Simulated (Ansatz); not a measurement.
Input:

Nb2InC:
```cif
data_C2In2Nb4
_chemical_formula_sum 'Nb4 In2 C2'
_space_group_name_H-M_alt 'P 1'
_space_group_IT_number 1
_cell_length_a 3.17926
_cell_length_b 3.17926
_cell_length_c 14.45440
_cell_angle_alpha 90.000
_cell_angle_beta 90.000
_cell_angle_gamma 120.000
loop_
_space_group_symop_operation_xyz
  'x, y, z'
loop_
_atom_site_label
_atom_site_type_symbol
_atom_site_fract_x
_atom_site_fract_y
_atom_site_fract_z
_atom_site_occupancy
Nb1 Nb 0.66667 0.33333 0.91741 1
Nb2 Nb 0.33333 0.66667 0.08259 1
Nb3 Nb 0.33333 0.66667 0.41741 1
Nb4 Nb 0.66667 0.33333 0.58259 1
In1 In 0.66667 0.33333 0.25000 1
In2 In 0.33333 0.66667 0.75000 1
C1 C 0.00000 0.00000 0.00000 1
C2 C 0.00000 0.00000 0.50000 1
```

This is the r²SCAN-relaxed structure.

Problem. All from r²SCAN in the plane-wave PAW code Ansatz, unless another level is named. Estimate the electronic character.

Solution. metallic (no gap).

Problem. What about the formation energy from the elements (no fitted shifts)?

Solution. -0.53 eV/atom.

Problem. Give the density of states at the Fermi level.

Solution. 0.42 states/eV per atom (mean over ±0.08 eV).

Problem. Give the gap with spin–orbit coupling.

Solution. none (metallic).

Space group P6_3/mmc. The workflow started from a Materials Project entry (that database holds measured and hypothetical structures alike); the Crystallography Open Database copy checked does not list it. Its standing as an ambient phase is unchecked. The r²SCAN relaxation kept the symmetry of its start; its stability against distortions is not shown here. The run is not spin-polarised. The references are the lowest solids computed at this level, not always the standard phases. Spin–orbit coupling is left out wherever it is not named.

Potentials: the later of the program's two PAW sets.
